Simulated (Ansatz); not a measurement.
According to DFT-r²SCAN in the program Ansatz with PAW potentials, YTaN₃ in the cubic perovskite structure (Pm-3m) relaxes to a = 4.030 Å. Y has 12 nearest neighbours from 2.85 Å (cuboctahedral); Ta has 6 nearest neighbours from 2.02 Å (octahedral). Against the elements it lies at -1.05 eV/atom, with no fitted shifts.

Electronic character: metallic (no gap). Gap from r²SCAN with spin–orbit coupling: none (metallic).

An equation-of-state fit gives a bulk modulus of 220 GPa. The relaxed-ion elastic constants in GPa are C11 = 470, C12 = 99.9, C44 = 65.6. The elastic constants imply a Debye temperature near 504 K. Bader charges are Y +2.16, Ta +2.71, N -1.62 e.

The start of the workflow was typed in or built on a structure type; neither database checked (COD, Materials Project) lists it. Whether it is the stable phase at ambient conditions was not checked. The cell was relaxed with r²SCAN under the symmetry of its start; whether a distortion lowers the energy is not shown. No spin polarisation was allowed. With an odd number of electrons in the cell and no spin polarisation, the count alone makes it a metal. As this level gives no gap, shear constants depend on the k-mesh and smearing (Fermi–Dirac, 0.1 eV here). The references are the lowest solids computed at this level, not always the standard phases (solids in place of the gases). Scalar-relativistic: spin–orbit coupling is off unless named, which matters more the heavier the elements.

Potentials: the later of the program's two PAW sets.
